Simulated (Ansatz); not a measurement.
Polymorphs and borrowed structures of MgPb2Se3

MgPb2Se3 was placed in 4 structures, borrowed from other compounds or built from prototypes, and relaxed with PBEsol and then r2SCAN+rVV10 in the plane-wave code Ansatz, symmetry kept. Energies are static, from a final single point; gaps are the least over its mesh and special points. All cells are spin-unpolarised, without nuclear motion, and some may be hypothetical.

```json
{"start": "LaAl2Cu3 type (No. 65)", "ends in": "Cmmm", "volume (Å³/atom)": "31.76", "energy, r2SCAN+rVV10 (meV/atom)": "510", "gap, r2SCAN+rVV10 (eV)": "metal", "shaken (PBEsol)": "falls 398 meV"}
{"start": "MnCd2Te3 type (No. 156)", "ends in": "P3m1", "volume (Å³/atom)": "33.29", "energy, r2SCAN+rVV10 (meV/atom)": "167", "gap, r2SCAN+rVV10 (eV)": "1.03", "shaken (PBEsol)": "falls 112 meV"}
{"start": "CaSm2S3 type (No. 164)", "ends in": "P-3m1", "volume (Å³/atom)": "26.07", "energy, r2SCAN+rVV10 (meV/atom)": "0", "gap, r2SCAN+rVV10 (eV)": "0.64", "shaken (PBEsol)": "returns (6 atoms)"}
{"start": "CeAl2Cu3 type (No. 65)", "ends in": "Cmmm", "volume (Å³/atom)": "31.76", "energy, r2SCAN+rVV10 (meV/atom)": "510", "gap, r2SCAN+rVV10 (eV)": "metal", "shaken (PBEsol)": "falls 396 meV"}
```
Energies count from the lowest cell; the last column tells what a randomly displaced small cell does when relaxed without symmetry, which tests only the distortions that fit it.

Of the symmetric cells the lowest is the one started from CaSm2S3 type (No. 164), which ends in P-3m1 (No. 164), 167 meV an atom below the next (MnCd2Te3 type (No. 156)). Other structures, not tried here, could lie lower.

The start from CeAl2Cu3 type (No. 65) relaxes into the same structure as LaAl2Cu3 type (No. 65). The falls are PBEsol's, in meV an atom on the shaken cell's own mesh; a cell that falls isn't a minimum, and its place in the table may change once it distorts.

The cells in order of energy (the first three):
- CaSm2S3 type (No. 164): P-3m1, 26.07 Å³ an atom. Mg is surrounded by 6 Se at 2.81 Å; Pb is surrounded by 6 Se at 3.03–3.07 Å; Se is surrounded by 3 Mg at 2.81 Å and 3 Pb at 3.07 Å; Se is surrounded by 6 Pb at 3.03 Å.
- MnCd2Te3 type (No. 156): P3m1, 33.29 Å³ an atom. Mg has 4 Se at 2.54–2.67 Å; Pb has 4 Se at 2.85–3.23 Å; Pb has 4 Se at 2.87–3.29 Å; Se has 4 Pb at 2.87–3.23 Å; Se has 3 Mg at 2.54 Å and 1 Pb at 3.29 Å; Se has 1 Mg at 2.67 Å and 3 Pb at 2.85 Å.
- LaAl2Cu3 type (No. 65): Cmmm, 31.76 Å³ an atom. Around Mg lie 2 Se at 2.37 Å; around Pb lie 6 Se at 3.05–3.26 Å; around Se lie 1 Mg at 2.37 Å and 4 Pb at 3.05 Å; around Se lie 4 Pb at 3.26 Å.

The lowest symmetric cell:
```yaml
crystal:
  lattice:
    - [4.16663, 0.00000, 0.00000]
    - [-2.08332, 3.60841, 0.00000]
    - [0.00000, 0.00000, 10.40365]
  atoms:
    - { symbol: Mg, position: [0.00000, 0.00000, 0.00000] }
    - { symbol: Pb, position: [0.33333, 0.66667, 0.67754] }
    - { symbol: Pb, position: [0.66667, 0.33333, 0.32246] }
    - { symbol: Se, position: [0.33333, 0.66667, 0.13908] }
    - { symbol: Se, position: [0.66667, 0.33333, 0.86092] }
    - { symbol: Se, position: [0.00000, 0.00000, 0.50000] }
```

Spin-orbit coupling is left out; in compounds of Pb, Bi, Tl or Hg it can lower a gap by up to about 1 eV, split its edges or invert the bands.
